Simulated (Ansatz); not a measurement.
A generated cell, not matched to a known phase here, of As2S3: Pnma (No. 62), oP20, AFLOW prototype A3B2_oP20_62_3c_2c (D5_8, as in Sb2S3); a = 11.233 Å, b = 3.543 Å, c = 10.507 Å, α = 90.00°, β = 90.00°, γ = 90.00°; As 4c (0.455, 0.250, 0.329); As 4c (0.135, 0.250, 0.538); S 4c (0.296, 0.250, 0.188); S 4c (0.049, 0.750, 0.372); S 4c (0.130, 0.250, 0.947). Calculation: PBEsol (plane waves to 420 eV, PAW, scalar-relativistic; Ansatz, a program for electronic structure). Element references, the lowest calculated here: As (R-3m), S (Fddd).

Problem. What is the computed formation energy of this Pnma form of As2S3 from the elements (PBEsol)?

Solution. -0.14 eV/atom.

A lower structure of this composition may exist.

Static energies, no anion corrections, no zero-point energy. Values are rounded to 0.01 eV/atom. Not shown to be the ambient phase of their composition (a lower form may be missing, and a cell relaxed within its start's symmetry can be a saddle point): As2S3 (Pnma). The compounds carry no spin polarisation.
